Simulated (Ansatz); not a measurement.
Ti3GeC2:
Space group P6₃/mmc (No. 194); a = 3.0644 Å, b = 3.0644 Å, c = 17.7044 Å, α = 90.00°, β = 90.00°, γ = 120.00°

| atom | site | symmetry | x | y | z |
|---|---|---|---|---|---|
| Ti | 4f | 3m. | 0.3333 | 0.6667 | 0.1327 |
| Ti | 2a | -3m. | 0.0000 | 0.0000 | 0.0000 |
| Ge | 2b | -6m2 | 0.0000 | 0.0000 | 0.2500 |
| C | 4f | 3m. | 0.6667 | 0.3333 | 0.0716 |

Relaxed with PBEsol.

Question: Which orbitals make up the states near the Fermi level in DFT-PBEsol in the program Ansatz with PAW potentials?

Answer: Within 0.5 eV of the Fermi level: Ti 3d 83 %, Ge 4p 8 %, C 2p 5 %. Projections are on Löwdin-orthogonalised atomic valence shells; empty p or d shells of many metals are not among them.

Question: Tabulate the density of states.

Answer: States/eV per cell of 12 atoms, in 0.25 eV bins, energy from the Fermi level.

| E (eV) | total | Ti 3d | C 2p | Ge 4p |
|---|---|---|---|---|
| -7.85 | 1.19 | 0.14 | 0.01 | 0.13 |
| -7.60 | 1.71 | 0.20 | 0.01 | 0.11 |
| -7.35 | 1.05 | 0.15 | 0.01 | 0.07 |
| -7.10 | 0.73 | 0.12 | 0.00 | 0.03 |
| -6.85 | 0.27 | 0.05 | 0.00 | 0.00 |
| -6.60 | 0.00 | 0.00 | 0.00 | 0.00 |
| -6.35 | 0.00 | 0.00 | 0.00 | 0.00 |
| -6.10 | 0.10 | 0.02 | 0.03 | 0.01 |
| -5.85 | 0.57 | 0.15 | 0.20 | 0.08 |
| -5.60 | 1.77 | 0.51 | 0.69 | 0.18 |
| -5.35 | 2.52 | 0.76 | 1.05 | 0.17 |
| -5.10 | 3.35 | 1.03 | 1.42 | 0.26 |
| -4.85 | 5.47 | 1.68 | 2.32 | 0.50 |
| -4.60 | 4.02 | 1.17 | 1.53 | 0.63 |
| -4.35 | 6.28 | 1.67 | 2.34 | 1.21 |
| -4.10 | 7.04 | 1.90 | 3.27 | 0.79 |
| -3.85 | 5.75 | 1.38 | 2.77 | 0.95 |
| -3.60 | 7.64 | 2.29 | 3.30 | 1.25 |
| -3.35 | 7.45 | 2.83 | 3.61 | 0.48 |
| -3.10 | 12.78 | 5.51 | 6.00 | 0.69 |
| -2.85 | 19.34 | 8.59 | 8.92 | 1.16 |
| -2.60 | 10.33 | 4.48 | 4.22 | 1.15 |
| -2.35 | 5.38 | 2.42 | 1.69 | 0.98 |
| -2.10 | 13.13 | 5.92 | 2.65 | 3.94 |
| -1.85 | 8.83 | 4.01 | 2.62 | 1.86 |
| -1.60 | 4.61 | 2.48 | 0.85 | 1.08 |
| -1.35 | 3.54 | 2.40 | 0.32 | 0.66 |
| -1.10 | 3.31 | 2.36 | 0.25 | 0.56 |
| -0.85 | 2.70 | 2.02 | 0.16 | 0.41 |
| -0.60 | 2.22 | 1.78 | 0.09 | 0.26 |
| -0.35 | 2.69 | 2.22 | 0.14 | 0.22 |
| -0.10 | 3.45 | 2.83 | 0.19 | 0.27 |
| 0.15 | 4.19 | 3.45 | 0.22 | 0.34 |
| 0.40 | 4.50 | 3.82 | 0.21 | 0.34 |
| 0.65 | 4.96 | 3.94 | 0.32 | 0.49 |
| 0.90 | 6.80 | 5.35 | 0.51 | 0.61 |
| 1.15 | 9.13 | 7.56 | 0.52 | 0.66 |
| 1.40 | 9.32 | 7.69 | 0.61 | 0.66 |
| 1.65 | 11.52 | 9.45 | 0.85 | 0.71 |
| 1.90 | 8.30 | 6.83 | 0.50 | 0.58 |
| 2.15 | 7.83 | 6.47 | 0.42 | 0.58 |
| 2.40 | 8.57 | 7.14 | 0.49 | 0.49 |
| 2.65 | 18.67 | 16.47 | 0.85 | 0.66 |
| 2.90 | 14.03 | 12.18 | 0.61 | 0.61 |
| 3.15 | 12.23 | 9.62 | 0.89 | 0.68 |
| 3.40 | 8.53 | 6.47 | 0.92 | 0.60 |
| 3.65 | 9.76 | 6.69 | 1.68 | 0.65 |
| 3.90 | 11.29 | 7.09 | 2.28 | 1.01 |
| 4.15 | 7.73 | 4.51 | 1.54 | 0.84 |
| 4.40 | 8.46 | 4.45 | 2.08 | 1.03 |

Space group P6_3/mmc. The first step of the workflow began from a Materials Project structure, measured or hypothetical; the Crystallography Open Database copy checked does not list it. Its standing as an ambient phase is unchecked. Symmetry was held in the PBEsol relaxation; whether a distortion lowers the energy is not shown. The run is not spin-polarised. Scalar-relativistic: spin–orbit coupling is off unless named, which matters more the heavier the elements.

Potentials: the later of the program's two PAW sets.
